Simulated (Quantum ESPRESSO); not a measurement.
# B3SiP3C: convergence and cost over cutoff and k mesh

Computed values, not a measurement. The program is pw.x of Quantum ESPRESSO 7.5 (plane-wave density functional theory). The cell is made up: 8 atoms on a zincblende/diamond lattice, with randomly drawn elements, strain and displacements, not relaxed. PseudoDojo standard norm-conserving files (v0.5 for PBE, v0.4.1 for LDA and PBEsol) set the functional; there is no spin polarisation, spin-orbit coupling or dispersion term, and the masses in the input are unused placeholders.

Input of the run in row 4:

```
&control calculation='scf', pseudo_dir='./dojo.nc.sr.pbe.v0_5.standard.upf', outdir='./o', disk_io='medium', tprnfor=.true., tstress=.true. /
&system ibrav=0, nat=8, ntyp=4, nbnd=22, ecutwfc=82.02448710, nosym=.true., tot_charge=0,
 occupations='smearing', smearing='fd', degauss=0.0018374661
/
&electrons conv_thr=7.350e-09, electron_maxstep=60, /
ATOMIC_SPECIES
B 1.0 B.upf
C 1.0 C.upf
P 1.0 P.upf
Si 1.0 Si.upf
CELL_PARAMETERS angstrom
4.4652 -0.0546 -0.0504
-0.0546 4.6457 -0.0315
-0.0504 -0.0315 4.5048
ATOMIC_POSITIONS angstrom
B 0.0377 0.0073 0.0184
B -0.0933 2.3816 2.2021
Si 2.0624 -0.1281 2.283
B 2.2274 2.3356 -0.0215
P 1.065 1.1661 1.1606
C 1.0175 3.4275 3.3767
P 3.2911 1.2945 3.432
P 3.1968 3.4448 0.9881
K_POINTS automatic
4 4 4 1 1 1
```

The same cell was run at these settings. Meshes are shifted by half a step, and differences are from the last row, which is itself not exact.

| cutoff (eV) | k mesh | k points solved | threshold (eV) | free energy less the last row's (eV) | pressure (GPa) | largest stress difference (GPa) | largest force difference (eV/Å) | iterations | wall time (s) | k-point pools | processor |
| --- | --- | --- | --- | --- | --- | --- | --- | --- | --- | --- | --- |
| 781 | 2 x 2 x 2 | 4 | 1e-04 | 0.660 | 8.39 | 0.49 | 0.109 | 8 | 12 | 1 | AMD EPYC, Zen 5 class |
| 1116 | 1 x 1 x 1 | 1 | 1e-07 | 10.402 | 20.31 | 14.09 | 0.795 | 12 | 14 | 1 | AMD EPYC, Zen 5 class |
| 663 | 4 x 4 x 4 | 32 | 1e-07 | 0.314 | 6.75 | 1.97 | 0.018 | 11 | 54 | 1 | AMD EPYC, Zen 5 class |
| 1116 | 4 x 4 x 4 | 32 | 1e-07 | 0.006 | 8.71 | 0.02 | 0.004 | 11 | 116 | 1 | AMD EPYC, Zen 5 class |
| 1347 | 6 x 6 x 6 | 108 | 1e-07 | 0.000 | 8.72 | 0.00 | 0.000 | 11 | 494 | 1 | AMD EPYC, Zen 5 class |

Each pool is one process. Wall times include start-up and a band step at six k points, which weighs most on the coarsest meshes. The runs were on shared virtual cores whose load varied, so times are rough.